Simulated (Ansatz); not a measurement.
Mg₂ZnO₃: where the heat goes in a short trajectory

Level of theory: Ansatz 0.2.0, DFT PBEsol, scalar-relativistic, plane waves, PAW. Cutoff 420 eV, shifted (0.5, 0.5, 0.5 steps) 2×2×2 k-points, Fermi–Dirac smearing of 0.02 eV. The mesh is coarse. No spin polarisation.

18 atoms start on the lattice sites below (V = 176.9 Å³, 1.00 times the source cell's; static pressure -5.78 GPa, largest force component 0.17 eV/Å) with velocities drawn for 200 K; constant energy, fixed cell, 62 steps of 1 fs.

```
CELL_PARAMETERS angstrom
4.54950 -2.62665 0.00000
0.00000 5.25331 0.00000
0.00000 0.00000 7.40332
ATOMIC_POSITIONS crystal
Mg 0.00000 0.33333 0.66580
Mg 0.66667 0.66667 0.66580
Mg 0.33333 0.00000 0.66580
Mg 0.33333 0.33333 0.33420
Mg 0.00000 0.66667 0.33420
Mg 0.66667 0.00000 0.33420
Zn 0.00000 0.00000 0.00000
Zn 0.66667 0.33333 0.00000
Zn 0.33333 0.66667 0.00000
O 0.00000 0.33333 0.17262
O 0.66667 0.66667 0.17262
O 0.33333 0.00000 0.17262
O 0.33333 0.33333 0.82738
O 0.00000 0.66667 0.82738
O 0.66667 0.00000 0.82738
O 0.00000 0.00000 0.50000
O 0.66667 0.33333 0.50000
O 0.33333 0.66667 0.50000
```

| t (fs) | T (K) | kinetic energy (meV/atom) | potential energy over the first frame (meV/atom) | P with the kinetic part (GPa) |
| --- | --- | --- | --- | --- |
| 0.0 | 200 | 24.4 | 0.0 | -5.50 |
| 4.0 | 185 | 22.6 | 1.8 | -5.47 |
| 8.0 | 147 | 17.9 | 6.5 | -5.36 |
| 12.0 | 98 | 11.9 | 12.5 | -5.20 |
| 16.0 | 55 | 6.7 | 17.7 | -5.05 |
| 20.0 | 34 | 4.1 | 20.3 | -4.96 |
| 24.0 | 39 | 4.7 | 19.7 | -4.93 |
| 28.0 | 64 | 7.9 | 16.6 | -4.97 |
| 32.0 | 97 | 11.9 | 12.5 | -5.04 |
| 36.0 | 124 | 15.2 | 9.2 | -5.10 |
| 40.0 | 138 | 16.8 | 7.6 | -5.12 |
| 44.0 | 135 | 16.5 | 7.9 | -5.10 |
| 48.0 | 121 | 14.7 | 9.7 | -5.04 |
| 52.0 | 100 | 12.2 | 12.3 | -4.95 |
| 56.0 | 79 | 9.6 | 14.8 | -4.87 |
| 60.0 | 65 | 7.9 | 16.6 | -4.82 |

T counts 3N − 3 degrees of freedom. Means over every step of the second half, not only the rows shown: T = 107 K, kinetic energy 13.0 meV/atom, potential energy 11.4 meV/atom, P = -5.00 GPa.

Does the potential energy follow equipartition for harmonic vibrations?

In a harmonic crystal each vibration holds as much potential as kinetic energy on average, here 13.0 meV/atom. The run has 11.4, a ratio of 0.87. That is near one, as for a crystal vibrating about its sites. At constant energy a start from the lattice sites hands about half of the kinetic energy to the potential, so T should settle near 100 K. So short a run gives a rough mean.

Split the rise of pressure into the kinetic part and the rest. Can a thermal Grüneisen parameter be estimated?

The program counts the kinetic part as N k_B T/V = 0.15 GPa. The pressure lies 0.78 GPa over the static one in all, so the forces add 0.63 GPa. For a harmonic mode with ω ∝ V^(−γ) and an amplitude that scales with the cell, the forces add (2γ − 2/3)U/V, which needs no equipartition; when U equals the kinetic energy K, this and the kinetic part 2K/(3V) sum to the Mie–Grüneisen γE_th/V. With U = N × 11.4 meV, γ = 1/3 + V ΔP_forces/(2U) = 2.03, for harmonic vibrations a mean over the modes weighted by their potential energy, for uniform scaling of the cell (in a layered or otherwise anisotropic crystal this differs from γ under hydrostatic pressure). Most solids fall between 1 and 3, and tetrahedral, framework and layered ones often lower; anharmonic motion and pressure swings in a cell of 18 atoms make this value uncertain by tenths or more. The mean pressure differs by 0.2 GPa between the two halves of this window, worth 0.5 in γ, so slow motion isn't averaged out and the value is a rough guess.